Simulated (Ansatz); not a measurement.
CdTe:
```
CELL_PARAMETERS angstrom
      4.63199     0.00000     0.00000
     -2.31600     4.01142     0.00000
      0.00000     0.00000     7.59528
ATOMIC_POSITIONS crystal
  Cd 0.33333 0.66667 0.00029
  Cd 0.66667 0.33333 0.50029
  Te 0.33333 0.66667 0.37471
  Te 0.66667 0.33333 0.87471
```

Relaxed with r²SCAN. Independent-particle spectrum: no excitons, no local fields, no scissors shift; 0.1 eV broadening; ε₁ of the summed bands alone.

### Question
Tabulate the dielectric function from r²SCAN in the plane-wave PAW code Ansatz.

### Answer


| E (eV) | ε₁ xx | ε₂ xx | ε₁ zz | ε₂ zz |
|---|---|---|---|---|
| 0.0 | 7.31 | 0.00 | 7.38 | 0.00 |
| 0.3 | 7.35 | 0.00 | 7.43 | 0.00 |
| 0.6 | 7.49 | 0.00 | 7.57 | 0.00 |
| 0.9 | 7.78 | 0.00 | 7.84 | 0.00 |
| 1.2 | 8.50 | 0.20 | 8.48 | 0.07 |
| 1.5 | 8.56 | 1.01 | 8.83 | 1.00 |
| 1.8 | 8.60 | 1.30 | 8.79 | 1.40 |
| 2.1 | 8.88 | 1.51 | 8.97 | 1.69 |
| 2.4 | 9.46 | 1.77 | 9.36 | 1.98 |
| 2.7 | 10.94 | 2.43 | 10.03 | 2.39 |
| 3.0 | 10.47 | 5.10 | 11.18 | 3.08 |
| 3.3 | 10.98 | 5.92 | 13.51 | 4.79 |
| 3.6 | 9.94 | 8.97 | 13.73 | 13.08 |
| 3.9 | 8.66 | 10.70 | 7.01 | 14.07 |
| 4.2 | 4.17 | 10.57 | 2.59 | 14.07 |
| 4.5 | 3.29 | 11.84 | -2.35 | 9.13 |
| 4.8 | -0.28 | 7.29 | 0.56 | 5.02 |
| 5.1 | 2.76 | 4.97 | 3.40 | 4.79 |
| 5.4 | 5.64 | 9.46 | 6.02 | 11.54 |
| 5.7 | -1.59 | 11.44 | -2.61 | 11.75 |
| 6.0 | -1.97 | 8.23 | -2.45 | 7.47 |
| 6.3 | -2.56 | 6.54 | -1.93 | 6.50 |
| 6.6 | -2.10 | 5.86 | -2.63 | 6.49 |
| 6.9 | -2.52 | 5.94 | -3.05 | 4.59 |
| 7.2 | -3.32 | 4.31 | -2.97 | 4.10 |
| 7.5 | -2.82 | 3.24 | -2.41 | 2.64 |
| 7.8 | -2.23 | 2.70 | -1.68 | 2.69 |
| 8.1 | -2.13 | 2.50 | -1.75 | 2.68 |
| 8.4 | -1.95 | 2.12 | -1.90 | 2.65 |
| 8.7 | -1.70 | 1.97 | -1.94 | 2.03 |
| 9.0 | -1.60 | 1.60 | -1.75 | 1.59 |
| 9.3 | -1.42 | 1.39 | -1.47 | 1.27 |
| 9.6 | -1.22 | 1.15 | -1.17 | 1.07 |
| 9.9 | -1.05 | 1.02 | -0.93 | 0.99 |
| 10.2 | -0.82 | 0.82 | -0.78 | 0.86 |
| 10.5 | -0.56 | 0.82 | -0.54 | 0.77 |
| 10.8 | -0.39 | 0.82 | -0.28 | 0.79 |
| 11.1 | -0.31 | 0.93 | -0.12 | 1.01 |
| 11.4 | -0.38 | 0.92 | -0.37 | 1.08 |
| 11.7 | -0.41 | 0.77 | -0.46 | 0.85 |
| 12.0 | -0.28 | 0.57 | -0.33 | 0.64 |

### Question
From ε at 3.2 eV (xx: 10.58 + 5.38i), find n, k, the normal reflectivity and the absorption coefficient.

### Answer
n = 3.35, k = 0.803, R = 32 %, α = 2kE/ħc = 260000 cm⁻¹.

With all bands, ε∞ without local fields is 7.46 (xx = yy), 7.54 (zz).

Space group P6_3mc (wurtzite). The first step of the workflow began from a Materials Project structure, measured or hypothetical; the Crystallography Open Database copy checked does not list it. It is not the phase usual at ambient conditions (space group No. 216). Symmetry was held in the r²SCAN relaxation; whether a distortion lowers the energy is not shown. Scalar-relativistic: spin–orbit coupling is off unless named, which matters more the heavier the elements.

Potentials: the later of the program's two PAW sets.
